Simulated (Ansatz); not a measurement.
Starting cell, TiAl (CuAu type, space group P4/mmm):

```xyz
4
Lattice="5.6258 0.0000 0.0000 0.0000 2.8129 0.0000 0.0000 0.0000 4.0584" Properties=species:S:1:pos:R:3 pbc="T T T"
Al     1.4065     1.4065     2.0292
Al     4.2194     1.4065     2.0292
Ti     0.0000     0.0000     0.0000
Ti     2.8129     0.0000     0.0000
```

Scan: atom 2 (Al, nearest neighbour Al at 2.813 Å; its periodic images, 2.8 Å or more away, move with it) is displaced along Cartesian z, direction (0.000, 0.000, 1.000) in Cartesian axes, by s. The other atoms stay.

Method: r2SCAN (plane waves to 500 eV, PAW, scalar-relativistic; Ansatz, a quantum-chemistry and plane-wave program). k mesh 7×13×9 (Γ-centred), Fermi-Dirac smearing 0.05 eV. Energies are smeared free energies. With partly filled bands, energies and forces of such displacements shift with the k mesh and the smearing. TiAl is run without spin polarisation. TiAl was relaxed with its symmetry unable to fall. The zero of ΔE is the undisplaced structure. The last digit holds for this mesh only.

```tsv
s (Å)	ΔE (meV/cell)
-0.560	1224.9
-0.448	779.8
-0.336	435.7
-0.224	192.4
-0.112	47.9
0.000	0.0
0.112	47.9
0.224	192.4
0.336	435.7
0.448	779.8
0.560	1224.9
```

### Question
What force constant k = d²E/ds² at s = 0 does the table give?

### Answer
7.6 eV/Å². It is the second difference of the nearest points, corrected with the next pair.

### Question
With k = 7.63 eV/Å² from the forces, is the well harmonic out to s = 0.560 Å?

### Answer
½ks² = 1196 meV/cell against the computed 1225 meV/cell, so the well is close to harmonic there.

(A displaced cell: forces are minus the slopes of the energy, force constants its curvatures, and phonons follow from these.)
